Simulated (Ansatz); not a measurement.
HfO₂:
```cif
data_Hf2O4
_chemical_formula_sum 'Hf2 O4'
_space_group_name_H-M_alt 'P42/nmc :1'
_space_group_IT_number 137
_space_group_name_Hall 'P 4n 2n -1n'
_cell_length_a 3.60432
_cell_length_b 3.60432
_cell_length_c 5.26455
_cell_angle_alpha 90.000
_cell_angle_beta 90.000
_cell_angle_gamma 90.000
loop_
_space_group_symop_operation_xyz
  'x, y, z'
  '-y+1/2, x+1/2, z+1/2'
  '-x, -y, z'
  'y+1/2, -x+1/2, z+1/2'
  'x+1/2, -y+1/2, -z+1/2'
  '-y, -x, -z'
  '-x+1/2, y+1/2, -z+1/2'
  'y, x, -z'
  '-x+1/2, -y+1/2, -z+1/2'
  'y, -x, -z'
  'x+1/2, y+1/2, -z+1/2'
  '-y, x, -z'
  '-x, y, z'
  'y+1/2, x+1/2, z+1/2'
  'x, -y, z'
  '-y+1/2, -x+1/2, z+1/2'
loop_
_atom_site_label
_atom_site_type_symbol
_atom_site_symmetry_multiplicity
_atom_site_Wyckoff_symbol
_atom_site_fract_x
_atom_site_fract_y
_atom_site_fract_z
_atom_site_occupancy
Hf1 Hf 2 a 0.00000 0.00000 0.00000 1
O1 O 4 d 0.00000 0.50000 0.19327 1
```

Relaxed with PBE.

Problem. Which orbitals make up the states near the band edges in PBE in the plane-wave PAW code Ansatz?

Solution. Top 1 eV of the valence band: O 2p 91 %, Hf 5d 6 %. Bottom 1 eV of the conduction band: Hf 5d 86 %, O 2p 10 %. Projections are on Löwdin-orthogonalised atomic valence shells; empty p or d shells of many metals are not among them.

Problem. Tabulate the density of states.

Solution. States/eV per cell of 6 atoms, in 0.25 eV bins, energy from the valence-band maximum.

| E (eV) | total | O 2p | Hf 5d | O 2s |
|---|---|---|---|---|
| -7.85 | 0.00 | 0.00 | 0.00 | 0.00 |
| -7.60 | 0.00 | 0.00 | 0.00 | 0.00 |
| -7.35 | 0.00 | 0.00 | 0.00 | 0.00 |
| -7.10 | 0.00 | 0.00 | 0.00 | 0.00 |
| -6.85 | 0.00 | 0.00 | 0.00 | 0.00 |
| -6.60 | 0.00 | 0.00 | 0.00 | 0.00 |
| -6.35 | 0.00 | 0.00 | 0.00 | 0.00 |
| -6.10 | 0.00 | 0.00 | 0.00 | 0.00 |
| -5.85 | 0.00 | 0.00 | 0.00 | 0.00 |
| -5.60 | 0.00 | 0.00 | 0.00 | 0.00 |
| -5.35 | 0.18 | 0.12 | 0.05 | 0.00 |
| -5.10 | 0.80 | 0.53 | 0.20 | 0.01 |
| -4.85 | 1.32 | 0.89 | 0.31 | 0.01 |
| -4.60 | 2.00 | 1.38 | 0.44 | 0.02 |
| -4.35 | 3.62 | 2.52 | 0.91 | 0.02 |
| -4.10 | 7.26 | 5.08 | 1.93 | 0.03 |
| -3.85 | 5.88 | 4.21 | 1.42 | 0.03 |
| -3.60 | 6.00 | 4.49 | 1.15 | 0.05 |
| -3.35 | 5.43 | 4.13 | 1.02 | 0.05 |
| -3.10 | 5.10 | 4.02 | 0.77 | 0.07 |
| -2.85 | 4.32 | 3.46 | 0.60 | 0.06 |
| -2.60 | 3.46 | 2.86 | 0.40 | 0.04 |
| -2.35 | 2.57 | 2.10 | 0.30 | 0.05 |
| -2.10 | 2.90 | 2.40 | 0.33 | 0.06 |
| -1.85 | 4.58 | 3.85 | 0.49 | 0.07 |
| -1.60 | 5.50 | 4.70 | 0.56 | 0.06 |
| -1.35 | 5.84 | 5.03 | 0.58 | 0.05 |
| -1.10 | 6.89 | 5.98 | 0.68 | 0.05 |
| -0.85 | 6.15 | 5.40 | 0.55 | 0.04 |
| -0.60 | 5.49 | 4.97 | 0.35 | 0.04 |
| -0.35 | 7.17 | 6.67 | 0.31 | 0.04 |
| -0.10 | 3.52 | 3.36 | 0.08 | 0.02 |
| 0.15 | 0.00 | 0.00 | 0.00 | 0.00 |
| 0.40 | 0.00 | 0.00 | 0.00 | 0.00 |
| 0.65 | 0.00 | 0.00 | 0.00 | 0.00 |
| 0.90 | 0.00 | 0.00 | 0.00 | 0.00 |
| 1.15 | 0.00 | 0.00 | 0.00 | 0.00 |
| 1.40 | 0.00 | 0.00 | 0.00 | 0.00 |
| 1.65 | 0.00 | 0.00 | 0.00 | 0.00 |
| 1.90 | 0.00 | 0.00 | 0.00 | 0.00 |
| 2.15 | 0.00 | 0.00 | 0.00 | 0.00 |
| 2.40 | 0.00 | 0.00 | 0.00 | 0.00 |
| 2.65 | 0.00 | 0.00 | 0.00 | 0.00 |
| 2.90 | 0.00 | 0.00 | 0.00 | 0.00 |
| 3.15 | 0.00 | 0.00 | 0.00 | 0.00 |
| 3.40 | 0.00 | 0.00 | 0.00 | 0.00 |
| 3.65 | 0.00 | 0.00 | 0.00 | 0.00 |
| 3.90 | 0.00 | 0.00 | 0.00 | 0.00 |
| 4.15 | 0.00 | 0.00 | 0.00 | 0.00 |
| 4.40 | 0.00 | 0.00 | 0.00 | 0.00 |
| 4.65 | 0.03 | 0.00 | 0.02 | 0.00 |
| 4.90 | 0.54 | 0.06 | 0.44 | 0.00 |
| 5.15 | 4.25 | 0.37 | 3.67 | 0.06 |
| 5.40 | 8.05 | 0.78 | 6.91 | 0.11 |
| 5.65 | 8.48 | 0.92 | 7.24 | 0.07 |
| 5.90 | 10.06 | 1.36 | 8.31 | 0.08 |
| 6.15 | 0.59 | 0.13 | 0.43 | 0.01 |
| 6.40 | 0.03 | 0.00 | 0.01 | 0.01 |
| 6.65 | 0.11 | 0.01 | 0.02 | 0.03 |
| 6.90 | 0.23 | 0.02 | 0.06 | 0.06 |
| 7.15 | 5.89 | 0.37 | 3.96 | 0.84 |
| 7.40 | 4.99 | 0.46 | 3.18 | 0.63 |
| 7.65 | 4.24 | 0.48 | 2.66 | 0.49 |
| 7.90 | 3.41 | 0.44 | 2.17 | 0.36 |
| 8.15 | 2.25 | 0.33 | 1.46 | 0.21 |
| 8.40 | 2.33 | 0.40 | 1.54 | 0.18 |
| 8.65 | 3.70 | 0.70 | 2.50 | 0.20 |
| 8.90 | 5.35 | 1.13 | 3.59 | 0.17 |
| 9.15 | 5.32 | 1.21 | 3.37 | 0.16 |
| 9.40 | 4.39 | 1.06 | 2.64 | 0.12 |

Space group P4_2/nmc. This is a known high-temperature phase of the composition, computed here at zero pressure and temperature. The cell was relaxed with PBE under the symmetry of its start; phonons on a q-mesh show weakly imaginary modes. No spin polarisation was allowed. Scalar-relativistic: spin–orbit coupling is off unless named, which matters more the heavier the elements.

Potentials: the later of the program's two PAW sets.
